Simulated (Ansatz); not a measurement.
## Computed properties of Si

```
CELL_PARAMETERS angstrom
-2.25100 2.36850 1.27500
2.25100 -2.36850 1.27500
2.25100 2.36850 -1.27500
ATOMIC_POSITIONS crystal
Si 0.80700 0.55700 0.25000
Si 0.19300 0.44300 0.75000
```

Atoms are numbered in the order listed.

The conventional cell has a = 4.502 Å, b = 4.737 Å, c = 2.550 Å, α = 90.00°, β = 90.00°, γ = 90.00°. Si (atom 1) is surrounded by 8 Si at 2.39 to 2.74 Å.

The geometry is COD entry 9011656, unchecked; take it as a test cell.

All numbers below come from Ansatz 0.2.0, DFT, LDA, all-electron LAPW, scalar-relativistic.

Sampling and basis: a Γ-centred 16×16×16 k mesh, Fermi–Dirac smearing of 0.05 eV, basis error target 0.5 meV/atom, no spin polarisation.

```json
{"Largest force": "0.015 eV/Å on Si1", "Band gap": "none: bands cross the Fermi level, a metal", "Volume per atom": "13.60 Å³"}
```

Task: Density of states at the Fermi level (0.2 eV bin): what does the calculation give?

Result: 0.69 states/eV per cell.

Task: Give the computed value. Pressure at this cell.

Result: 10.79 GPa.

Task: Predict this quantity. Stress xx, yy, zz (compression positive).

Result: 9.99, 12.22, 10.17 GPa.
